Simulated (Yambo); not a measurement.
Quantum ESPRESSO input (PBEsol, PseudoDojo standard norm-conserving files, scalar-relativistic) whose wavefunctions are converted with p2y:

```
&CONTROL
  calculation = 'nscf'
  pseudo_dir = './pseudo'
  outdir = './out'
/
&SYSTEM
  ibrav = 0
  nat = 3
  ntyp = 2
  ecutwfc = 70.0
  ecutrho = 280.0
  occupations = 'fixed'
  force_symmorphic = .true.
  nbnd = 143
  assume_isolated = '2D'
/
&ELECTRONS
  conv_thr = 3.0000000000000004e-09
  diago_full_acc = .true.
  diago_thr_init = 1e-08
/
ATOMIC_SPECIES
I 126.9045 I.upf
Pb 207.2000 Pb.upf
CELL_PARAMETERS angstrom
  4.540718112753   0.000000000000   0.000000000000
 -2.270359056376   3.932377237068   0.000000000000
  0.000000000000   0.000000000000  16.700000000000
ATOMIC_POSITIONS crystal
I   0.333333000000   0.666666000000   0.110937466500
I   0.666666333333   0.333332666667  -0.110937466500
Pb   0.999999666667   0.999999333333   0.000000000000
K_POINTS automatic
3 3 1 0 0 0
```

Yambo's initialisation report on symmetry, reciprocal space, the k grid and the gaps on this mesh:

```
  [02.02] Symmetries
  ==================

  Inversion symmetry    : yes
  Spatial inversion     : yes
  Inversion index       :   7
  K-space Time-reversal : no
  Magnetic symmetries   : no
  Group table correct   : yes
  Symmetries units      :  [cc]

  [02.03] Reciprocal space
  ========================

  nG shells         :   7000
  nG charge         :  159325
  nG WFs            :  23451
  nC WFs            :  20005
  G-vecs. in first 80 shells:  [ Number ]
     1    3    5    7    9   15   27   39   41
    53   65   67   79   81   93   99  111  123
   135  137  149  161  167  179  191  203  205
   217  229  241  253  265  277  279  291  303
    315   327   329   341   353   377   401   413   437
    449   461   485   487   511   523   535   547   571
    577   589   601   603   615   627   639   663   675
    687   699   723   735   737   749   761   785   797
    809   821   827   839   851   863   865   877
  ...
  Shell energy in first 80 shells:  [ mHa ]
     0.0000   19.8198   79.2792  178.3781  317.1167  357.4552  377.2750  436.7344  495.4948
    535.833      674.572      713.512      852.950      971.170      1070.97      1072.37      1092.19      1151.64
    1250.74      1268.47      1328.62      1389.48      1429.82      1449.64      1509.10      1567.86      1605.40
    1608.20      1625.92      1746.94      1785.88      1925.32      1962.86      1981.98      2043.54      2143.33
    2339.43      2340.83      2398.19      2400.99      2502.19      2522.01      2581.47      2677.77      2680.56
    2698.29      2755.65      2819.30      2854.05      2997.68      3035.22      3054.34      3211.51      3215.70
    3217.10      3236.92      3296.38      3349.54      3395.48      3411.80      3470.56      3473.36      3534.21
    3707.00      3712.59      3770.65      3828.02      3884.68      3926.42      3930.61      4107.59      4188.27
    4242.13      4283.87      4289.46      4309.28      4368.74      4421.91      4459.45      4467.84
  ...

  [02.04] K-grid lattice
  ======================

  Compatible Grid is   : 2D
  Base K vectors       :  K_min[ 1 ]  K_min[ 2 ]  K_min[ 3 ]
  K_min[ 1 ] :  0.333333 -0.333333  0.000000 [rlu]
  K_min[ 2 ] : -0.97908E-13 -0.33333       0.0000     [rlu]
  Grid dimensions      :  3  3
  K lattice UC volume  :  0.013696 [a.u.]

  IBZ K-points                                      :  3
  BZ  K-points                                      :   9

  K/Q-points units:
  rlu = crystal or reduced units; cc = cartesian coordinates; iku = interal k-units

  K [1]          [rlu]:  0.000000  0.000000  0.000000
         WF components:  20005
  K [2]          [rlu]:  0.000000  0.333333  0.000000
         WF components:  19894
  K [3]          [rlu]:  0.333333  0.333333  0.000000
         WF components:  19902

  [02.05] Energies & Occupations
  ==============================

  [X] === General ===
  [X] Electronic Temperature                        :  0.000000  0.000000 [eV K]
  [X] Bosonic    Temperature                        :  0.000000  0.000000 [eV K]
  [X] Finite Temperature mode                       : no
  [X] El. density                                   :  0.93899E+23 [cm-3]
  [X] Fermi Level                                   : -6.451839 [eV]

  [X] === Gaps and Widths ===
  [X] Conduction Band Min                           :  2.590181 [eV]
  [X] Valence Band Max                              :  0.000000 [eV]
  [X] Filled Bands                                  :  14
  [X] Empty Bands                                   :   15  143
  [X] Direct Gap                                    :  2.831202 [eV]
  [X] Direct Gap localized at k                     :  1
  [X] Indirect Gap                                  :  2.590181 [eV]
  [X] Indirect Gap between kpts                     :  3  1
  [X] Last valence band width                       :  0.241021 [eV]
  [X] 1st conduction band width                     :  1.524635 [eV]
```
The gaps are PBEsol values on this mesh alone; only operations without fractional translations are kept.

Spin-orbit coupling is not included.

Geometry relaxed with PBEsol.
